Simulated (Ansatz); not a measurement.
Here is the system:

GeS$_{2}$:
```cif
data_Ge3S6
_chemical_formula_sum 'Ge3 S6'
_space_group_name_H-M_alt 'P 1'
_space_group_IT_number 1
_cell_length_a 5.80706
_cell_length_b 5.80706
_cell_length_c 6.95477
_cell_angle_alpha 90.000
_cell_angle_beta 90.000
_cell_angle_gamma 120.000
loop_
_space_group_symop_operation_xyz
  'x, y, z'
loop_
_atom_site_label
_atom_site_type_symbol
_atom_site_fract_x
_atom_site_fract_y
_atom_site_fract_z
_atom_site_occupancy
Ge1 Ge 0.54674 0.54674 0.50000 1
Ge2 Ge 0.45326 0.00000 0.16667 1
Ge3 Ge 0.00000 0.45326 0.83333 1
S1 S 0.32611 0.36230 0.77233 1
S2 S 0.63770 0.96381 0.43900 1
S3 S 0.03619 0.67389 0.10566 1
S4 S 0.36230 0.32611 0.22767 1
S5 S 0.96381 0.63770 0.56100 1
S6 S 0.67389 0.03619 0.89434 1
```

This is the PBEsol-relaxed structure.

### Question
All from PBEsol in the plane-wave PAW code Ansatz, unless another level is named. Give the HSE06 gap on the PBEsol cell.

### Answer
2.79 eV.

### Question
Next, the formation energy from the elements (no fitted shifts)?

### Answer
-24 kJ/mol of atoms.

### Question
And the valence-band maximum?

### Answer
on the K–Γ line, 39 % of the way from K.

Space group P3_221. The start of the workflow was typed in or built on a structure type; neither database checked (COD, Materials Project) lists it. COD files the formula under space group No. 14, 43, 82, 122, 217. Its standing as an ambient phase is unchecked. Symmetry was held in the PBEsol relaxation; whether a distortion lowers the energy is not shown. The volume moved by -23 % from the start of the relaxation. The references are the lowest solids computed at this level, not always the standard phases. Spin–orbit coupling is left out wherever it is not named.

Potentials: the earlier of the program's two PAW sets. The files were generated under PBE; for other functionals the program regenerates the frozen cores, and for LDA and PBEsol the local potential too.
